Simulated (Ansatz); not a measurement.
GaSi: rattling a relaxed structure

The cell was found from a structure generator's guess, not taken from experiment.

Level of theory: DFT PBE, scalar-relativistic, plane waves, PAW (Ansatz 0.2.0). Settings: cutoff 420 eV, Γ-centred mesh 22×22×12 on the computed 2-atom cell, Gaussian smearing of 0.10 eV; no spin polarisation.

The cell below (2 atoms, space group P4/mmm (No. 123)) is relaxed within its symmetry.

```xyz
2
Lattice="2.6064 0.0000 0.0000 0.0000 2.6064 0.0000 0.0000 0.0000 5.2379" Properties=species:S:1:pos:R:3 pbc="T T T"
Ga    1.3032    1.3032    2.6190
Si    1.3032    1.3032    0.0000
```

For the test a repeat of it with 8 atoms (edges 2.61, 5.21, 10.48 Å) was strained at random (σ = 1.5 % a component), the atoms were moved at random (σ = 0.10 Å), and all was relaxed again on a coarse 8×4×2 mesh (in the run’s order of axes) with 0.20 eV smearing, with no symmetry imposed.

The cell is a metal run without spin; a magnetic state may lie lower.

Question: What happens?

Answer: It doesn't return. The energy falls by 71 meV/atom on that mesh, the volume changes by -3.7 %, and the end has space group P2_1/m (No. 11) at a loose tolerance. Relaxed again on a 14×4×8 mesh with 0.10 eV smearing, the new structure lies 45 meV/atom below the first (mesh in the axes of the run's cell; the cell below is made exact in the group named). Space group Pmma (No. 51), orthorhombic, a = 5.040 Å, b = 5.151 Å, c = 2.652 Å. Around Ga lie 2 Si at 2.63 Å, 2 Ga at 2.65 Å and 4 Ga at 2.85 Å; around Si lie 4 Si at 2.54–2.65 Å and 2 Ga at 2.63 Å.

```cif
data_structure
_symmetry_space_group_name_H-M 'P 1'
_symmetry_Int_Tables_number 1
_cell_length_a 5.0405
_cell_length_b 5.1515
_cell_length_c 2.6520
_cell_angle_alpha 90.000
_cell_angle_beta 90.000
_cell_angle_gamma 90.000
_cell_volume 68.86
loop_
_atom_site_label
_atom_site_type_symbol
_atom_site_fract_x
_atom_site_fract_y
_atom_site_fract_z
_atom_site_occupancy
Ga1 Ga 0.75000 0.50000 0.24920 1
Ga2 Ga 0.25000 0.50000 0.75080 1
Si1 Si 0.75000 0.00000 0.05302 1
Si2 Si 0.25000 0.00000 0.94698 1
```
